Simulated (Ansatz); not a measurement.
Relaxed CdTe (zinc blende):

```
CELL_PARAMETERS angstrom
      0.00000     3.30902     3.30902
      3.30902     0.00000     3.30902
      3.30902     3.30902     0.00000
ATOMIC_POSITIONS crystal
  Te 0.75000 0.75000 0.75000
  Cd 0.00000 0.00000 0.00000
```

Calculation: PBE (plane waves to 420 eV, PAW, scalar-relativistic; Ansatz, an electronic-structure program). k mesh 7×7×7 (Γ-centred), Fermi-Dirac smearing 0.05 eV. CdTe was relaxed with its symmetry unable to fall. Spin-orbit coupling is left out, though Te is heavy.

One atom of the cell was then moved (with its periodic images), all else fixed, and the forces (eV/Å) came out as:

```
atom      Fx     Fy     Fz
----  ------  -----  -----
Te1   -1.728  0.000  0.000
Cd2    1.728  0.000  0.000
```

With two atoms only their relative shift counts; take Te1 as fixed.

Task: Which atom was moved, and by which vector (Å)?

Result: Cd2, by (-0.52, 0.00, 0.00), 0.52 Å in all.

(A displaced cell: forces are minus the slopes of the energy, force constants its curvatures, and phonons follow from these.)
